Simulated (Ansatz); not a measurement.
The relaxed structure here is a generated cell of Zr: the first start was made by placing the elements on the sites of a structure type, and the end was not matched to a known phase here, so it may be hypothetical. Known forms of Zr include space group No. 194.

A relaxed cell of Zr (Pm-3m (No. 221)), relaxed on a k-mesh at least as fine as the one used below. Level of theory: r2SCAN (plane waves to 500 eV, PAW, scalar-relativistic; Ansatz, a quantum-chemistry and plane-wave program). Γ-centred k-mesh 11×11×11 on the run's cell (coarser than for final values), Fermi–Dirac smearing 0.05 eV.

```yaml
crystal:
  lattice:
    - [5.81057, 0.00000, 0.00000]
    - [2.90528, 2.90528, 0.00000]
    - [0.00000, 0.00000, 2.90528]
  atoms:
    - { symbol: Zr, position: [0.00000, 0.00000, 0.00000] }
    - { symbol: Zr, position: [0.50000, 0.00000, 0.00000] }
```

The atoms are displaced along an unstable phonon of this cell by (Å):

```csv
atom,ux,uy,uz
Zr1,0.000,0.000,0.150
Zr2,0.000,0.000,-0.150
```

**Question.** What forces (eV/Å) and pressure result?

**Answer.** 
| atom | Fx | Fy | Fz |
|---|---|---|---|
| Zr1 | 0.00 | 0.00 | 0.59 |
| Zr2 | 0.00 | 0.00 | -0.59 |

Pressure -0.5 GPa.

**Question.** Estimate the energy cost of the displacement in the harmonic approximation and compare with the calculation.

**Answer.** For a harmonic well ΔE = −½ Σ F·u = -0.088 eV a cell, or -44 meV/atom. The calculated energy relative to the undisplaced cell is -0.04 eV/atom, so the harmonic estimate holds well.

The undisplaced cell is probably no minimum: from this displacement the run went on to I4/mmm (No. 139), 0.86 eV/atom below it.

No spin polarisation in the result.
